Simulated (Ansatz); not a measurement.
AlAg (rock salt, Fm-3m), r²SCAN in the plane-wave PAW code Ansatz, all energies at zero smearing, with the estimated change up to a 700 eV cutoff added, with one set of potentials and settings (totals compare only within such a set). Cell of 2 atoms (1 Ag, 1 Al): -8143.714 eV.

```
element             reference phase  E (eV/atom)
-------  --------------------------  -----------
Ag        R-3m, 3 atoms in the cell   -7604.0048
Al       Fm-3m, 1 atoms in the cell    -540.4106
```

Formation energy per atom, worked out: (-8143.714 − 1×(-7604.0048) − 1×(-540.4106))/2 = 0.351 eV/atom (34 kJ per mol of atoms), at 0 K, without zero-point energy or fitted corrections.

The start of the workflow was typed in or built on a structure type; neither database checked (COD, Materials Project) lists it. Its standing as an ambient phase is unchecked. The r²SCAN relaxation kept the symmetry of its start. At this level the phase is mechanically unstable. The run is not spin-polarised. The volume moved by 21 % from the start of the relaxation. Its formation energy is positive at this level, so the cell may be metastable or incomplete. The references are the lowest solids computed at this level, not always the standard phases.

Potentials: the earlier of the program's two PAW sets.
